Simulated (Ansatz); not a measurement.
A trial cell of Li was relaxed with r2SCAN (plane waves to 500 eV, PAW, scalar-relativistic; Ansatz, an electronic-structure program).

Before: P3₁21 (No. 152), hP3; a = b = 4.019 Å, c = 4.559 Å, α = β = 90.00°, γ = 120.00°.

After relaxation:

Simulated powder pattern, Cu Kα, λ = 1.54184 Å (kinematic, ideal powder, no thermal factors, no anomalous dispersion; the 24 strongest lines at most, above 1 %, up to 2θ = 90°):

```tsv
2θ (°)	I/Imax (%)
36.54	100
52.63	17
65.77	34
77.65	10
89.00	14
```

Task: Identify the relaxed structure from its pattern: crystal system, space group and cell.

Result: Cubic, Im-3m (No. 229), cI2, bcc (W type); a = 3.4780 Å, b = 3.4780 Å, c = 3.4780 Å, α = 90.00°, β = 90.00°, γ = 90.00°. Sites: Li 2a (0.000, 0.000, 0.000).

Task: Index the strongest lines.

Result: 36.54° (110), 52.63° (200), 65.77° (211), 77.65° (220), 89.00° (310).

No spin polarisation in the result.

The run could not lose the symmetry of its start.
